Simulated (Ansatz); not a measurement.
A: CrCuO2 (delafossite type, space group R-3m), a = b = 2.9638 Å, c = 16.9204 Å, α = β = 90.00°, γ = 120.00°
B: CoSn (CoSn type, space group P6/mmm), a = b = 5.218 Å, c = 4.172 Å, α = β = 90.00°, γ = 120.00°
C: WC (WC type, space group P-6m2), a = 2.898 Å, b = 2.898 Å, c = 2.828 Å, α = 90.00°, β = 90.00°, γ = 120.00°

Scan: energy against volume (even scaling of the relaxed cell, symmetry kept). One method and one kind of scan serve all of them; meshes and ranges differ. All were relaxed with their symmetry unable to fall. CoSn is run without spin polarisation. CrCuO2 is run spin-polarised and with no Hubbard U. Relaxed CrCuO2 ends ferromagnetic. Spin-orbit coupling is left out. WC is run without spin polarisation. The magnetic order is the one the run started from; other orders were not tried. (This holds for the magnetic or f-shell members.)

Task: Order them by bulk modulus at fixed cell shape (fitted) (lowest first) at the level PBEsol (plane waves to 420 eV, PAW, scalar-relativistic; Ansatz, an electronic-structure program).

Result: B (146 GPa), A (190 GPa), C (409 GPa)

(A scan under strain: stresses follow from slopes of the energy per volume, elastic moduli from its curvatures.)
